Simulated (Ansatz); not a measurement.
## Computed properties of C

C:
```
C
1.0
    2.59235     0.00000     0.00000
   -1.29618     2.24504     0.00000
    0.00000     0.00000     2.78298
C
3
Direct
  0.50000   0.00000   0.00000
  0.00000   0.50000   0.66667
  0.50000   0.50000   0.33333
```

Space group P6_222 (No. 180); conventional cell a = 2.5924 Å, b = 2.5924 Å, c = 2.7830 Å, α = 90.00°, β = 90.00°, γ = 120.00°.

Method: PBEsol in the plane-wave PAW code Ansatz. Geometry: relaxed at this level of theory. Other levels are named where they apply.

Cell and energy:

Volume per atom: 5.40 Å³
Density: 3.69 g/cm³

Electronic structure:

Band gap: 1.77 eV (indirect)
Valence-band maximum: at A
Conduction-band minimum: at M (3 equivalent valleys)
Smallest direct gap on the standard path: 4.52 eV
Electron effective mass: 0.24, 0.35, 0.41 mₑ (principal values)
Hole effective mass: 0.50 mₑ (isotropic)
HSE06 gap on the PBEsol cell: 2.89 eV

Mechanics:

- Bulk modulus (Birch–Murnaghan fit) = 4470 kbar
- Pressure derivative B′ = 3.8
- Elastic constants (relaxed ions, GPa) = C11 = 1200, C12 = 87.7, C13 = 71.0, C33 = 1170, C44 = 554
- Mechanical stability = stable (all eigenvalues of C positive)
- Hill bulk and shear moduli = 448 and 556 GPa
- Young's modulus = 1180 GPa
- Poisson's ratio = 0.06
- Debye temperature from the elastic constants = 2270 K
- Piezoelectric stress constants (proper, relaxed ions, C/m²) = e14 = 0.12, e25 = -0.12

Dielectric response:

Electronic dielectric constant ε∞ (DFPT): 8.26 (xx = yy), 8.73 (zz)

Phonons:

- Highest zone-centre frequency = 1131 cm⁻¹
- Zone-centre stability = no imaginary mode at Γ
- Dynamical stability on the path = stable (no imaginary branch)
- Zero-point energy = 162.6 meV/atom
- Vibrational entropy at 300 K = 2.8 J/(K·mol of atoms)

The start of the workflow was typed in or built on a structure type; neither database checked (COD, Materials Project) lists it. It is not the phase usual at ambient conditions (space group No. 194, 227). Symmetry was held in the PBEsol relaxation. Signs of piezoelectric constants follow the polarity of the cell as given.

Potentials: the earlier of the program's two PAW sets. The files were generated under PBE; for other functionals the program regenerates the frozen cores, and for LDA and PBEsol the local potential too.
